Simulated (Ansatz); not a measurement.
MoSeS (P-3m1) from a database structure at its r2SCAN+rVV10 geometry, in the PAW code Ansatz. One HSE06 run serves as the base. The settings are then varied one at a time, some on purpose to values that make no sense. Doubtful ones may also carry a cap on iterations. All numbers are computed, and spin polarisation is off unless an edit sets a moment.

Base input:
```yaml
crystal:
  lattice:
    - [3.2414956821, 0.0, 0.0]
    - [-1.620747841, 2.807217607, 0.0]
    - [0.0, 0.0, 12.8718520875]
  atoms:
    - { symbol: Mo, position: [0.0, 0.0, 0.2625184938] }
    - { symbol: Mo, position: [0.0, 0.0, 0.7374815062] }
    - { symbol: Se, position: [0.6666666667, 0.3333333333, 0.8687443065] }
    - { symbol: Se, position: [0.3333333333, 0.6666666667, 0.1312556935] }
    - { symbol: S, position: [0.3333333333, 0.6666666667, 0.3806468592] }
    - { symbol: S, position: [0.6666666667, 0.3333333333, 0.6193531408] }
kpoints:
  mp_grid: { grid: [6, 6, 2] }
hamiltonian:
  xc: hse06
scf:
  occupations: { method: fixed }
  n_extra_bands: 5
output:
  forces: true
  stress: true
  eigenvalues: true
  write_density: true
  write_potential: true
  elf: true
  volumetric_format: npy
```

Base results:
```
Basis set: ecut = 420 eV, 2311 PW (Γ)
Symmetry: 12 space group operations
Space group: P-3m1 (ITA 164)
k-points: 14 of 72
Exchange kernel: α = 0.2500, screened, ω = 0.2079 Å⁻¹, Wigner–Seitz truncation, v(0) = 1044.8819 eV·Å³, q-mesh 6×6×2
hybrid SCF converged: 3 outer / 20 inner (+6 warm-up)
Free energy (F): -22666.857484 eV
Fermi energy:    11.066232 eV
--- Forces (eV/Å), atoms counted from 1 ---
  atom   1  Mo      0.00000      0.00000    -0.02076
  atom   2  Mo      0.00000      0.00000      0.02076
  atom   3  Se      0.00000      0.00000    -0.38128
  atom   4  Se      0.00000      0.00000      0.38128
  atom   5  S       0.00000      0.00000    -0.37682
  atom   6  S       0.00000      0.00000      0.37682
--- Stress (GPa, compression-positive) ---
       -2.464786       0.000000       0.000000
        0.000000      -2.464786       0.000000
        0.000000       0.000000      -1.188829
  P = ⅓ Tr σ = -2.0395 GPa (-20.395 kbar)
```
The gap over this mesh is 1.309 eV.

Command: `ansatz run input.yaml --threads 4 --pin off --max-ram 4608MiB --backend cpu --events-out ev --progress --plain --runs-dir out`. It took 65 s on 4 threads of Arm Neoverse N1, with other jobs on the host; peak host memory 2.4 GiB.

Question: Predict the outcome of this edit.
```yaml
hamiltonian:
  xc: cam_b3lyp
```

Answer: The mean stress moves by +1.9 GPa and the gap on the mesh by +2.284 eV (to 3.593). It's another functional on the same cell, so totals aren't comparable.
Lines that differ from the base's log, and the results:
```
Exchange kernel: α = 0.1900 at short range, 0.6500 at long range (ω = 0.6236 Å⁻¹), several ranges, Wigner–Seitz truncation, v(0) = 9095.5941 eV·Å³, q-mesh 6×6×2
hybrid SCF converged: 3 outer / 24 inner (+7 warm-up)
Free energy (F): -22724.101157 eV
Fermi energy:    10.003556 eV
--- Forces (eV/Å), atoms counted from 1 ---
  atom   1  Mo      0.00000      0.00000    -0.14461
  atom   2  Mo      0.00000      0.00000      0.14461
  atom   3  Se      0.00000      0.00000    -0.45536
  atom   4  Se      0.00000      0.00000      0.45536
  atom   5  S       0.00000      0.00000    -0.33041
  atom   6  S       0.00000      0.00000      0.33041
--- Stress (GPa, compression-positive) ---
        0.000901       0.000000       0.000000
        0.000000       0.000901       0.000000
        0.000000       0.000000      -0.385105
  P = ⅓ Tr σ = -0.1278 GPa (-1.278 kbar)
--- Band table (eV; the first three rows and the last of 14) ---
  k-point 0: bands = […, 7.7463, 7.7609, 7.7609, 8.1320, 8.6408, 10.0036, 15.3383, 15.3383, 15.5282, 15.5282, …]
  k-point 1: bands = […, 7.7499, 7.7499, 7.7575, 7.7575, 9.2289, 9.9016, 15.3632, 15.3632, 15.4730, 15.4730, …]
  k-point 2: bands = […, 7.2141, 7.2575, 7.4242, 8.4061, 8.5370, 9.2322, 14.4153, 15.0215, 15.0629, 15.0719, …]
  k-point 13: bands = […, 5.5964, 5.6919, 6.4482, 6.4482, 9.3273, 9.3273, 13.5996, 13.6228, 15.2998, 15.2998, …]
```

Question: What happens with this change?
```yaml
scf:
  occupations: { method: fermi_dirac, width: 0.2 }
```

Answer: The free energy moves by -0.5 meV an atom, the mean stress by 0.0 GPa and the gap on the mesh by -0.007 eV (to 1.302). The term −TS is -2.9 meV an atom. The width begins to be felt.
```
hybrid SCF converged: 3 outer / 23 inner (+12 warm-up)
Free energy (F): -22666.860618 eV
Internal energy: -22666.843181 eV  (E = F + TS)
E sigma→0 (E₀):  -22666.851900 eV
Entropy (-TS):   -0.017437 eV (-2.906 meV/atom)
Fermi energy:    11.497593 eV
--- Forces (eV/Å), atoms counted from 1 ---
  atom   1  Mo      0.00000      0.00000    -0.00408
  atom   2  Mo      0.00000      0.00000      0.00408
  atom   3  Se      0.00000      0.00000    -0.37686
  atom   4  Se      0.00000      0.00000      0.37686
  atom   5  S       0.00000      0.00000    -0.38560
  atom   6  S       0.00000      0.00000      0.38560
--- Stress (GPa, compression-positive) ---
       -2.421155       0.000000       0.000000
        0.000000      -2.421155       0.000000
        0.000000       0.000000      -1.245474
  P = ⅓ Tr σ = -2.0293 GPa (-20.293 kbar)
```

The runs are scalar-relativistic, without spin-orbit coupling.

The stress of a hybrid is loosely converged in these runs.

The meshes of the hybrids are coarse, so their gaps aren't converged to the digits shown.
